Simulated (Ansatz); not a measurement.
Te2Mo:
```
Te2Mo
1.0
    3.54639     0.00000     0.00000
   -1.77319     3.07126     0.00000
    0.00000     0.00000    14.25638
Mo Te
2 4
Direct
  0.33333   0.66667   0.25000
  0.66667   0.33333   0.75000
  0.33333   0.66667   0.62430
  0.66667   0.33333   0.12430
  0.66667   0.33333   0.37570
  0.33333   0.66667   0.87570
```

r²SCAN+D4 (plane waves, PAW; program Ansatz) gives a gap of 0.91 eV without spin–orbit coupling, maximum at Γ, minimum on the K–Γ line, 41 % of the way from K.

Problem. What happens when spin–orbit coupling is switched on?

Solution. The gap shrinks by 0.01 eV, to 0.90 eV; maximum at Γ, minimum on the K–Γ line, 41 % of the way from K.

Problem. Give the electron effective mass with spin–orbit coupling.

Solution. 0.40, 0.52, 0.83 mₑ (principal values).

Problem. Give the hole effective mass with spin–orbit coupling.

Solution. 1.3, 1.3, 1.6 mₑ (principal values).

Space group P6_3/mmc. Symmetry was held in the r²SCAN+D4 relaxation. The run is not spin-polarised.

Potentials: the later of the program's two PAW sets.
